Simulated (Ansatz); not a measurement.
## Fe3Ge (Pm-3m): the volume from the results

```xyz
4
Lattice="3.6605 0.0000 0.0000 0.0000 3.6605 0.0000 0.0000 0.0000 3.6605" Properties=species:S:1:pos:R:3 pbc="T T T"
Fe    0.0000    1.8303    1.8303
Fe    1.8303    1.8303    0.0000
Fe    1.8303    0.0000    1.8303
Ge    0.0000    0.0000    0.0000
```

The reference geometry is a structure from the Materials Project; nothing is relaxed.

Functional, mesh and filling: PBEsol, 9×9×9 k mesh, Fermi–Dirac smearing of 0.03 eV. PAW means Ansatz 0.2.0 on its default frozen-core files. Site moments are integrated in spheres about the atoms. Start moments (μB): Fe1 3, Fe2 3, Fe3 3.

The cell is scaled evenly, and every run starts from the same moments. Some of the runs:

| V/V₀ | cell moment (μB) | largest site moment (μB) | F − F(V₀) (meV/atom) |
| --- | --- | --- | --- |
| 0.8 | 4.59 | 1.51 | 173 |
| 1 | 6.48 | 2.22 | 0 |
| 1.18 | 7.76 | 2.67 | 261 |

**Question.** Another run of the series gave cell moment (μB) = 6.22, largest site moment (μB) = 2.12, F − F(V₀) (meV/atom) = -28. At which V/V₀ was it made?
A. 0.85
B. 1.05
C. 0.95
D. 0.9
E. 0.72
F. 1.1

**Answer.** C. V/V₀ = 0.95.

**Question.** Another run of the series gave cell moment (μB) = 3.78, largest site moment (μB) = 1.21, F − F(V₀) (meV/atom) = 572. At which V/V₀ was it made?
A. 0.95
B. 1.05
C. 0.85
D. 0.9
E. 0.72
F. 1.1

**Answer.** E. V/V₀ = 0.72.

The whole series:

```csv
V/V₀,cell moment (μB),largest site moment (μB),F − F(V₀) (meV/atom)
0.72,3.78,1.21,572
0.8,4.59,1.51,173
0.85,5.63,1.88,47
0.9,6.11,2.07,-17
0.95,6.22,2.12,-28
1,6.48,2.22,0
1.05,6.89,2.37,55
1.1,7.30,2.51,125
1.18,7.76,2.67,261
```

The PAW files were made with PBE; the program remakes their cores once for the run's functional and then keeps them frozen. Under strong compression frozen cores are worth checking against an all-electron run. The Ansatz runs typed with the search for lower states off end where their start leads. The magnetic state is the one that this cell and start allow. It needn't be the compound's measured order, which may need a larger cell or be absent.
